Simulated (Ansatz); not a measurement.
MgO:
```cif
data_Mg2O2
_chemical_formula_sum 'Mg2 O2'
_space_group_name_H-M_alt 'P 1'
_space_group_IT_number 1
_cell_length_a 3.30431
_cell_length_b 3.30431
_cell_length_c 5.01562
_cell_angle_alpha 90.000
_cell_angle_beta 90.000
_cell_angle_gamma 120.000
loop_
_space_group_symop_operation_xyz
  'x, y, z'
loop_
_atom_site_label
_atom_site_type_symbol
_atom_site_fract_x
_atom_site_fract_y
_atom_site_fract_z
_atom_site_occupancy
Mg1 Mg 0.33333 0.66667 0.00351 1
Mg2 Mg 0.66667 0.33333 0.50351 1
O1 O 0.33333 0.66667 0.40109 1
O2 O 0.66667 0.33333 0.90109 1
```

This is the PBEsol-relaxed structure.

### Question
All from DFT-PBEsol in the program Ansatz with PAW potentials, unless another level is named. Estimate the electron effective mass.

### Answer
0.34 mₑ (isotropic).

### Question
Next, the formation energy from the elements (no fitted shifts)?

### Answer
-2.62 eV/atom.

### Question
Predict the HSE06 gap on the PBEsol cell.

### Answer
5.09 eV.

### Question
What about the hole effective mass?

### Answer
0.36, 5.7, 5.7 mₑ (principal values).

### Question
What about the valence-band maximum?

### Answer
at Γ.

Space group P6_3mc (wurtzite). The workflow started from a Materials Project entry (that database holds measured and hypothetical structures alike); the Crystallography Open Database copy checked does not list it. It is not the phase usual at ambient conditions (space group No. 225). Symmetry was held in the PBEsol relaxation; its stability against distortions is not shown here. The references are the lowest solids computed at this level, not always the standard phases (solids in place of the gases).

Potentials: the earlier of the program's two PAW sets. The files were generated under PBE; for other functionals the program regenerates the frozen cores, and for LDA and PBEsol the local potential too.
